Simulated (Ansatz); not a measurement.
InAs (zinc blende)

```
InAs
1.0
    0.00000     3.09331     3.09331
    3.09331     0.00000     3.09331
    3.09331     3.09331     0.00000
As In
1 1
Direct
  0.75000   0.75000   0.75000
  0.00000   0.00000   0.00000
```

Equation-of-state scan: isotropic scaling of the cell above, V₀ being its volume. Symmetry pins the atoms to their sites.

All values below come from PBE (plane waves to 420 eV, PAW, scalar-relativistic; Ansatz, an electronic-structure program). k mesh 9×9×9 (Γ-centred), Fermi-Dirac smearing 0.05 eV. Stress and pressure are positive under compression. At this level the bands of InAs touch or barely overlap; measurements give the solid a gap. InAs was relaxed with its symmetry unable to fall. The PAW data are Ansatz's earlier set.

At one point of the scan the stress tensor (GPa) is:

```
   -4.2      0.0      0.0
    0.0     -4.2      0.0
    0.0      0.0     -4.2
```

Question: Which point is it?
(A) V/V₀ = 1.120
(B) V/V₀ = 1.040
(C) V/V₀ = 1.160
(D) V/V₀ = 1.080

Answer: A, V/V₀ = 1.120

(A scan under strain: stresses follow from slopes of the energy per volume, elastic moduli from its curvatures.)
